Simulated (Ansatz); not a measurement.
# Al2Cu under strain: Quadrupolar parameters

The cell is a COD entry, relaxed with PBE at fixed cell and then changed (z compressed by 2 %, ions relaxed).

```
Al Cu
1.0
    -3.03350    3.03350    2.38973
     3.03350   -3.03350    2.38973
     3.03350    3.03350   -2.38973
Al Cu
4 2
Cartesian
  0.9556 3.9891 0.0000
  2.0779 0.9556 0.0000
  2.0779 -0.9556 2.3897
  0.9556 2.0779 2.3897
  0.0000 0.0000 1.1949
  0.0000 0.0000 3.5846
```

Sites (sets of like atoms) are named by element and the number of their first atom in this list.

Computed with Ansatz: DFT, PBE, plane waves and PAW, scalar-relativistic, 420 eV cutoff, Γ-centred 12×12×12 k-points, Fermi–Dirac smearing 0.05 eV.

Conventions: |V_zz| ≥ |V_yy| ≥ |V_xx|, η = (V_xx − V_yy)/V_zz, C_Q = eQV_zz/h. Directions are in the Cartesian axes of the cell vectors above, for the atom listed; none is given where the gradient is under 0.02 or η is above 0.95.

```
site  first atom                           first shell  V_zz (10²¹ V/m²)     η  direction of V_zz (x, y, z)
  Al           1  4 Cu at 2.58 Å, 11 Al at 2.70–3.23 Å             -0.71  0.49              -0.71 0.71 0.00
  Cu           5        2 Cu at 2.39 Å, 8 Al at 2.58 Å             -3.39  0.00               0.00 0.00 1.00
```

An axis of threefold or higher order runs through Cu, so V_zz lies along it and η is zero.

The run finds no gap above 0.1 eV (a metal, or nearly one), so the gradients can move by 10 % or more with the k-mesh.

The relaxation (2 steps) took 32 s of wall time (32 s of CPU time) and 0.75 GiB at its peak, on 1 thread of Intel Xeon Platinum 8488C (Sapphire Rapids) (x86_64; 16 cores open to the job, memory cap 3.0 GiB, no GPU), a shared host with a load of 0.2 a core.
